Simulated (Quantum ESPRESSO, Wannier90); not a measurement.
## Wannier functions of SrTe (rock salt)

```yaml
crystal:
  lattice:
    - [0.00000, 3.35583, 3.35583]
    - [3.35583, 0.00000, 3.35583]
    - [3.35583, 3.35583, 0.00000]
  atoms:
    - { symbol: Sr, position: [0.00000, 0.00000, 0.00000] }
    - { symbol: Te, position: [0.50000, 0.50000, 0.50000] }
```

Structure: Materials Project mp-1958, symmetrised, not relaxed again. COD (Crystallography Open Database) has an entry of this formula and space group (matched by these alone). Computed values, not measurements, from LDA: Quantum ESPRESSO (norm-conserving PseudoDojo potentials, cutoff 66 Ry, no spin polarisation, no spin-orbit coupling) on a Γ-centred 8×8×8 mesh, then Wannier90. Density: 8×8×8 mesh, cold smearing 0.01 Ry. Spin-orbit coupling is left out although heavy elements are present.

Base run: 10 functions from bands 10-27 of the 27 computed, start hydrogen-like Sr: s;d; Te: s;p, centres 0.05 Å off the atoms, frozen window up to 3.17 eV relative to the valence-band maximum, outer window open. One thing is changed at a time; window edges are relative to the valence-band maximum. The misfit compares interpolated bands with pw.x on a high-symmetry path, for states up to 2.7 eV relative to the valence-band maximum. Converged means that the tolerances were met: symmetric starts can stop on a saddle, which shows as a larger Ω_OD at equal Ω_I and can move the misfit too.

```csv
setting,functions,frozen to (eV),Ω_I (Å²),Ω_D (Å²),Ω_OD (Å²),rms misfit (meV),worst (meV),ended
base,10,3.17,21.81,0.06,3.50,3.2,23,converged
```

Q: Starting from this base row, predict which settings stop with an error, and how Ω_I and the misfit move in the others: frozen window to 4.17 eV; frozen window to 7.79 eV; outer window to 6.65 eV.

A: 
```
setting                   functions  frozen to (eV)  Ω_I (Å²)  Ω_D (Å²)  Ω_OD (Å²)  rms misfit (meV)  worst (meV)                               ended
------------------------  ---------  --------------  --------  --------  ---------  ----------------  -----------  ----------------------------------
frozen window to 4.17 eV         10            4.17     25.66      0.20       5.11               3.4           15                           converged
frozen window to 7.79 eV         10            7.79         –         –          –                 –            –       stops: too many frozen states
outer window to 6.65 eV          10            3.17         –         –          –                 –            –  stops: too few bands in the window
```

Runs of this sweep that didn't settle are not listed.
